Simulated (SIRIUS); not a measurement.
SIRIUS run on Cu (C2/m, 1 atom in the cell; from Materials Project mp-30, changed as shown): self-consistent single point.

Level of theory: PBE, GBRV PBE ultrasoft pseudopotentials (plane waves; SIRIUS).

The change in words: lattice vector c scaled by 1.02. Reference geometry (Fm-3m):
```xyz
1
Lattice="0.0000 1.7887 1.7887 1.7887 0.0000 1.7887 1.7887 1.7887 0.0000" Properties=species:S:1:pos:R:3 pbc="T T T"
Cu     0.0000     0.0000     0.0000
```

Reference input (self-consistent single point, DFT, PBE, plane waves, GBRV PBE ultrasoft pseudopotentials): parameters.ngridk = 16 16 16; parameters.xc_functionals = [XC_GGA_X_PBE, XC_GGA_C_PBE]; parameters.gk_cutoff = 6.325 1/bohr; parameters.pw_cutoff = 14.143 1/bohr; parameters.smearing = fermi_dirac; parameters.smearing_width = 0.00183747 Ha; potentials = GBRV PBE ultrasoft pseudopotentials; parameters.electronic_structure_method = pseudopotential; parameters.num_bands = 14; parameters.num_mag_dims = 0; parameters.num_dft_iter = 100; parameters.energy_tol = 1e-07 Ha. This run's input differs from it in these lines:

```diff
@@ -34,3 +34,3 @@
       [0.7071068509, 0.0, 0.7071068509],
-      [0.7071068509, 0.7071068509, 0.0]
+      [0.7212488693, 0.7212488693, 0.0]
     ],
```

Output (repeated stretches shortened):

```
[find] density tolerance         : 1e-06
[find] total energy tolerance    : 1e-07
[find] iter_solver_tol (initial) : 0.01
[find] iter_solver_tol (target)  : 1e-13
[find] num_dft_iter              : 100
Charges and magnetic moments
--------------------------------------------------------------------------------
total charge          : 19.000000
[find] | SCF iteration   0 out of 100|
[diagonalize] iterative solver tolerance (occupied, empty): 0.01 0.01
[diagonalize] average number of iterations: 5.38251
[find] Charges and magnetic moments
[find] total charge          : 19.000000
[find] Energy
   [... lines left out ...]

[find] Charges and magnetic moments
[find] total charge          : 19.000000
[find] Energy
[find] smearing (-TS)                 :      -0.00009474
[find] Total energy                   :    -201.88964265 (Ha),    -403.77928529 (Ry)
[find] Free energy (E-TS)             :    -201.88973739 (Ha),    -403.77947478 (Ry)
[find] band gap (eV)                  :       0.00000000
[find] Efermi                         :       0.59915077
[find] iteration : 15, RMS (target) : 3.4105e-07 (1.0000e-06) , energy difference (target) : -4.8315e-09 (1.0000e-07)
[find] bands are converged : true
[find] iterative solver converged : true
[find] converged after 16 SCF iterations!
[find] Charges and magnetic moments
[find] total charge          : 19.000000
[find] Energy
[find] smearing (-TS)                 :      -0.00009474
[find] Total energy                   :    -201.88964265 (Ha),    -403.77928529 (Ry)
[find] Free energy (E-TS)             :    -201.88973739 (Ha),    -403.77947478 (Ry)
[find] band gap (eV)                  :       0.00000000
[find] Efermi                         :       0.59915077
[ground_state] === stress tensor components [kbar] ===
[ground_state] === stress_total ===
[ground_state]   -36.394034   17.583407   -9.097885
[ground_state]    17.583407  -36.394034   -9.097885
[ground_state]    -9.097885   -9.097885  -41.820527
[ground_state] ==== total Forces in Ha/bohr =====
[ground_state] atom:    0, force:       0.0000000      0.0000000      0.0000000
```

The run converged in 16 iterations. SIRIUS prints the stress tensor with tension positive. Against the reference run the free energy drops by 6.1 meV/atom and the pressure goes from 7.12 to 3.82 GPa.

The structure comes from a collection of computed structures, made at another level of theory; the collection holds predicted forms beside known ones.

Cost on one core: very roughly 110 core-seconds.

The gap that the log prints is read on the run's mesh, which can miss the band edges or a crossing.
